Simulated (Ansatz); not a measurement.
Total density of states per atom from PBEsol in the plane-wave PAW code Ansatz, in 0.25 eV bins, energy from the valence-band maximum:

```
E (eV) | states/eV/atom
    -6.90 |  0.00
    -6.65 | #### 0.14
    -6.40 | ###### 0.20
    -6.15 | ##### 0.16
    -5.90 | ##### 0.18
    -5.65 | ####### 0.26
    -5.40 | ############ 0.43
    -5.15 | ########### 0.40
    -4.90 | ############## 0.52
    -4.65 | ################### 0.70
    -4.40 | #################### 0.73
    -4.15 | ################ 0.58
    -3.90 | ################ 0.58
    -3.65 | ############# 0.45
    -3.40 | ################## 0.64
    -3.15 | ############## 0.49
    -2.90 | ############### 0.53
    -2.65 | ################ 0.56
    -2.40 | ################## 0.66
    -2.15 | ###################### 0.80
    -1.90 | ####################### 0.84
    -1.65 | ####################### 0.81
    -1.40 | ################## 0.66
    -1.15 | ############################ 1.00
    -0.90 | ############################## 1.08
    -0.65 | ############################## 1.07
    -0.40 | ############# 0.48
    -0.15 | # 0.05
     0.10 |  0.00
     0.35 |  0.00
     0.60 |  0.00
     0.85 |  0.00
     1.10 |  0.00
     1.35 |  0.00
     1.60 |  0.00
     1.85 |  0.00
     2.10 |  0.00
     2.35 |  0.00
     2.60 |  0.00
     2.85 |  0.00
     3.10 | ### 0.09
     3.35 | ######################### 0.89
     3.60 | ############################ 1.01
     3.85 | ############# 0.45
     4.10 | ### 0.12
     4.35 | ### 0.10
     4.60 | ### 0.10
     4.85 | #### 0.13
     5.10 | ### 0.11
     5.35 |  0.01
     5.60 | ######################## 0.87
     5.85 | ### 0.11
     6.10 | ############ 0.41
     6.35 | ######### 0.34
     6.60 | ######## 0.29
     6.85 | # 0.03
     7.10 | # 0.03
     7.35 | # 0.04
     7.60 | ## 0.05
     7.85 | ## 0.07
```

Task: Which of these materials gives this?
A) Mg2Sn, Cmcm (Mg on 8g, Sn on 4c)
B) TiPt3, Cu3Au type
C) TiAl2O5, Cmcm (Pearson symbol oS32)
D) TePd, Cmcm (Te on 4c, Pd on 4c)

Result: C, TiAl2O5, Cmcm (Pearson symbol oS32). Top 1 eV of the valence band: O 2p 94 %. Bottom 1 eV of the conduction band: Ti 3d 81 %, O 2p 14 %. Projections are on Löwdin-orthogonalised atomic valence shells; empty p or d shells of many metals are not among them.

The workflow started from a Materials Project entry (that database holds measured and hypothetical structures alike); the Crystallography Open Database copy checked does not list it. Whether it is the stable phase at ambient conditions was not checked. The PBEsol relaxation kept the symmetry of its start; whether a distortion lowers the energy is not shown. The run is not spin-polarised.

Potentials: the later of the program's two PAW sets.
